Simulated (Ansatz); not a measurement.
EuHg₂ (P6/mmm): couplings from the magnetic force theorem

```
CELL_PARAMETERS angstrom
4.97000 0.00000 0.00000
-2.48500 4.30415 0.00000
0.00000 0.00000 3.70500
ATOMIC_POSITIONS crystal
Eu 0.00000 0.00000 0.00000
Hg 0.33333 0.66667 0.50000
Hg 0.66667 0.33333 0.50000
```

Geometry: a structure as deposited in COD; nothing is relaxed.

Functional, mesh and filling: LDA, 5×5×10 k mesh, Fermi–Dirac smearing of 0.05 eV. PAW means Ansatz 0.2.0 on its default frozen-core files. Site moments are integrated in spheres about the atoms. Start moments (μB): Eu1 6.8.

Site moments (μB): Eu1 6.82, Hg2 0.00, Hg3 0.00. Cell moment 7.02 μB.

Couplings come from the force theorem (directions of the magnetic atoms constrained, all else relaxed) on a 5×5×10 mesh, with E = −Σ J e_i·e_j over ordered pairs of unit vectors, so positive J favours parallel moments.

| pair | count | J PAW (meV) |
| --- | --- | --- |
| Eu1–Eu at 3.71 Å | 2 | +0.88 |
| Eu1–Eu at 4.97 Å | 6 | -0.79 |
| Eu1–Eu at 6.20 Å | 12 | +0.12 |
| Eu1–Eu at 7.41 Å | 2 | +0.08 |
| Eu1–Eu at 8.61 Å | 6 | -0.26 |
| Eu1–Eu at 8.92 Å | 12 | -0.05 |
| Eu1–Eu at 9.37 Å | 12 | +0.08 |
| Eu1–Eu at 9.94 Å | 6 | +0.11 |
| Eu1–Eu at 10.61 Å | 12 | 0.00 |
| Eu1–Eu at 11.12 Å | 2 | +0.06 |
| Eu1–Eu at 11.36 Å | 12 | -0.04 |
| Eu1–Eu at 12.18 Å | 12 | -0.03 |

The program reports that this state isn't the lowest of its own couplings. The gain of the softest rotation is smaller than what its band sum leaves out of a whole turn, though, so more bands could change its sign.

The couplings come from one mesh, and their convergence in k wasn't tested.

The PAW files were made with PBE; the program remakes their cores once for the run's functional and then keeps them frozen. Without U a semilocal functional puts the f levels too near the Fermi level, which can change moments and the order of magnetic states; site and cell moments are spin moments. Spin–orbit coupling is left out although heavy atoms are present. With open f shells a run can end in a state that isn't the lowest. These are results for the start and cell typed. The real compound can order otherwise, in a larger cell, or not at all, since semilocal functionals without spin fluctuations often overstate magnetism; near a collapse of the moment, mesh and smearing move it by tens of per cent.
